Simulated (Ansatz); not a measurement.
From three elastic constants to directional properties of TaRh$_{3}$

All numbers below come from Ansatz 0.2.0, DFT LDA, scalar-relativistic, plane waves, PAW. Settings: 420 eV plane-wave cutoff, Γ-centred 12×12×12 mesh, Fermi-Dirac smearing of 0.15 eV. No spin polarisation.

The cell, relaxed at this level:
Space group Pm-3m (No. 221). a = 3.821 Å, b = 3.821 Å, c = 3.821 Å, α = 90.00°, β = 90.00°, γ = 90.00°
```
atom site symmetry x y z
  Ta    1a m-3m  0.0000  0.0000  0.0000
  Rh    3c    4/mm.m  0.0000  0.5000  0.5000
```

In a metal, frequencies and elastic constants depend on the k mesh and the smearing, soft modes and shear constants most. Spin–orbit coupling is left out, which can shift energies with elements as heavy as these.

With ions relaxed, on the cubic axes: C11 = 479.5, C12 = 223.7, C44 = 215.6 GPa. The density is 14.572 g/cm³.

Question: Is the crystal stable against strain, and how anisotropic is it?

Answer: Born's conditions hold: C11 + 2C12 = 927.0, C11 − C12 = 255.8 and C44 = 215.6 GPa are all positive. B = (C11 + 2C12)/3 = 309.0 GPa. The two shear moduli are C44 and C′ = (C11 − C12)/2 = 127.9 GPa, so Zener's ratio is A = C44/C′ = 1.69: the tetragonal shear C′ is the soft one, as in many fcc and bcc metals and zincblende crystals. The Cauchy pressure C12 − C44 is 8.2 GPa; it would vanish for pair forces between atoms on inversion centres at zero pressure, and here it is small.

Question: Give the sound speeds along the three symmetry directions.

Answer: The Christoffel equation gives ρv² for each branch:
| direction | branch | ρv² | GPa | v (m/s) |
| --- | --- | --- | --- | --- |
| [100] | L | C11 | 479.5 | 5736 |
| [100] | T (×2) | C44 | 215.6 | 3846 |
| [110] | L | (C11 + C12 + 2C44)/2 | 567.2 | 6239 |
| [110] | T, u ∥ [001] | C44 | 215.6 | 3846 |
| [110] | T, u ∥ [1-10] | (C11 − C12)/2 | 127.9 | 2963 |
| [111] | L | (C11 + 2C12 + 4C44)/3 | 596.4 | 6398 |
| [111] | T (×2) | (C11 − C12 + C44)/3 | 157.1 | 3284 |

Question: How does Young's modulus depend on direction?

Answer: Inverting gives S11 = 2.966, S12 = -0.944, S44 = 4.639 TPa⁻¹. Along a unit vector (l, m, n), 1/E = S11 − 2(S11 − S12 − S44/2)(l²m² + m²n² + n²l²), where the last bracket is 0, 1/4 and 1/3 for [100], [110] and [111]: E = 337, 461 and 525 GPa. With A > 1 the body diagonal is stiffest. For a film on (001), the biaxial modulus is C11 + C12 − 2C12²/C11 = 494 GPa and the normal strain is −2C12/C11 = -0.93 times the in-plane one.